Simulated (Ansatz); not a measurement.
Data:

Hg2SeS:
```
CELL_PARAMETERS angstrom
      4.24282     0.00000     0.00000
      0.00000     4.24282     0.00000
      0.00000     0.00000     6.01080
ATOMIC_POSITIONS crystal
  Hg 0.50000 0.00000 0.76258
  Hg 0.00000 0.50000 0.23742
  Se 0.00000 0.00000 0.50000
  S  0.50000 0.50000 0.00000
```

This is the PBEsol-relaxed structure.

Question: All from DFT-PBEsol in the program Ansatz with PAW potentials, unless another level is named. Estimate the electronic character.

Answer: no gap, with almost no states at the Fermi level (zero-gap or semimetallic).

Question: Give the formation energy from the elements (no fitted shifts).

Answer: -0.19 eV/atom.

Question: Next, the gap with spin–orbit coupling?

Answer: none (metallic).

Space group P-4m2. The first step of the workflow began from a Materials Project structure, measured or hypothetical; the Crystallography Open Database copy checked does not list it. Its standing as an ambient phase is unchecked. The PBEsol relaxation kept the symmetry of its start; whether a distortion lowers the energy is not shown. The references are the lowest solids computed at this level, not always the standard phases. Spin–orbit coupling is left out wherever it is not named.

Potentials: the later of the program's two PAW sets.
